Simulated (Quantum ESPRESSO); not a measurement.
## Band energies of CsCaH3

```
CELL_PARAMETERS angstrom
      4.62119     0.00000     0.00000
      0.00000     4.62119     0.00000
      0.00000     0.00000     4.62119
ATOMIC_POSITIONS crystal
  H  0.50000 0.00000 0.50000
  H  0.00000 0.50000 0.50000
  H  0.50000 0.50000 0.00000
  Ca 0.50000 0.50000 0.50000
  Cs 0.00000 0.00000 0.00000
```

PBEsol (pw.x of Quantum ESPRESSO, ONCV potentials, with spin-orbit coupling); path ΓXMΓRX,MR; energies in eV from the valence-band maximum.

```csv
k (1/Å),point,band 22,band 23,band 24,band 25,band 26,band 27,band 28,band 29
0.00,Γ,-0.69,5.48,5.48,5.48,5.48,5.50,5.50,6.37
0.45,,-0.50,5.09,5.09,5.23,5.23,5.26,5.26,5.66
0.68,X,-0.43,4.76,4.76,5.23,5.23,5.28,5.28,5.43
0.91,,-0.43,4.20,4.20,4.92,4.92,4.98,4.98,5.30
1.36,M,0.00,2.90,2.90,4.33,4.33,4.34,4.34,5.12
1.94,,-0.46,4.72,4.72,5.01,5.01,5.33,5.33,5.55
2.32,Γ,-0.69,5.48,5.48,5.48,5.48,5.50,5.50,6.37
2.66,,-0.54,5.01,5.01,5.03,5.03,5.05,5.05,6.03
3.16,,-0.52,3.91,3.91,4.43,4.43,4.55,4.55,5.77
3.50,R,-0.63,4.38,4.38,4.64,4.64,4.64,4.64,4.90
3.77,,-0.47,4.02,4.02,4.45,4.45,4.57,4.57,5.42
4.19,,-0.48,4.28,4.28,4.50,4.50,4.77,4.77,5.68
4.46,X,-0.43,4.76,4.76,5.23,5.23,5.28,5.28,5.43
4.46,M,0.00,2.90,2.90,4.33,4.33,4.34,4.34,5.12
4.63,,-0.10,3.13,3.13,4.36,4.36,4.39,4.39,5.16
5.14,R,-0.63,4.38,4.38,4.64,4.64,4.64,4.64,4.90
```

The PBEsol gap is direct, 2.90 eV at M.

The cell is held in this high symmetry; tilts and polar distortions were not searched.

Geometry of the Materials Project entry, not relaxed at this level.

The structure is a Materials Project entry; no match was found in the copy of COD used, and its stability was not checked.
